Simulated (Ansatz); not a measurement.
Computed with DFT PBE, scalar-relativistic, plane waves, PAW (Ansatz). Settings: cutoff 420 eV, Γ-centred meshes spaced at most about 0.3 Å⁻¹, and about 0.25 Å⁻¹ or finer for metals (2π included), Gaussian smearing. No spin polarisation in the final relaxations.

These are static total energies at zero pressure. All come from trial cells, and lower structures may exist.

Task: Order these relaxed structures of Al2Cu3 by energy, lowest first, with the energy over the lowest of them.
A.

```
Al Cu
1.0
     2.08396    1.20317    4.33198
    -2.08396    1.20317    4.33198
     0.00000   -2.40635    4.33198
Al Cu
2 3
Cartesian
  0.0000 0.0000 11.6573
  0.0000 0.0000 1.3386
  0.0000 0.0000 3.9175
  0.0000 0.0000 9.0784
  0.0000 0.0000 6.4980
```

B.

```
Al Cu
1.0
     2.73938    0.00000    0.00000
    -1.36969    2.37237    0.00000
     0.00000    0.00000   20.91304
Al Cu
4 6
Direct
  0.33333 0.66667 0.94399
  0.33333 0.66667 0.55601
  0.66667 0.33333 0.05601
  0.66667 0.33333 0.44399
  0.33333 0.66667 0.75000
  0.33333 0.66667 0.15353
  0.33333 0.66667 0.34647
  0.66667 0.33333 0.84647
  0.66667 0.33333 0.25000
  0.66667 0.33333 0.65353
```

C.

```
Al Cu
1.0
    -1.58615    1.58615    6.65333
     1.58615   -1.58615    6.65333
     1.58615    1.58615   -6.65333
Al Cu
2 3
Direct
  0.81053 0.81053 0.00000
  0.18947 0.18947 0.00000
  0.59947 0.59947 0.00000
  0.00000 0.00000 0.00000
  0.40053 0.40053 0.00000
```

Result: A (0 meV/atom), C (65 meV/atom), B (170 meV/atom). Forms: A Al and Cu ordered on bcc sites, R-3m; C I4/mmm; B Al and Cu ordered on hcp sites, P6_3/mmc. Counting all near atoms (those within 1.25 times the shortest distance at each site; a plus sign parts nearer from farther groups; a slash parts the counts of unlike sites): A has Al 14, Cu 8+6; C has Al 10, Cu 10/10+4; B has Al 12, Cu 12.

Cells relaxed within their symmetry can be saddle points. Some structure types and database cells were kept out of the candidates from the start, so a known form may be missing.
